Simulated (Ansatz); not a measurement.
Consider the following.

BN (CsCl type, Pm-3m), a = b = c = 2.312 Å, α = β = γ = 90.00°.

This is the r²SCAN-relaxed structure.

All from DFT-r²SCAN in the program Ansatz with PAW potentials, unless another level is named. Predict the bulk modulus (Birch–Murnaghan fit).

247 GPa.

Give the elastic constants (relaxed ions, GPa).

C11 = 399, C12 = 180, C44 = -184.

The cell is a constructed one: a structure type filled with these elements; neither database checked (COD, Materials Project) lists it. It is not the phase usual at ambient conditions (space group No. 186, 194, 216). The cell was relaxed with r²SCAN under the symmetry of its start. At this level the phase is mechanically unstable. As this level gives no gap, shear constants depend on the k-mesh and smearing (Fermi–Dirac, 0.1 eV here). On the denser mesh and wider smearing of the elastic run this cell carries a stress of 0.6 GPa.

Potentials: the later of the program's two PAW sets.
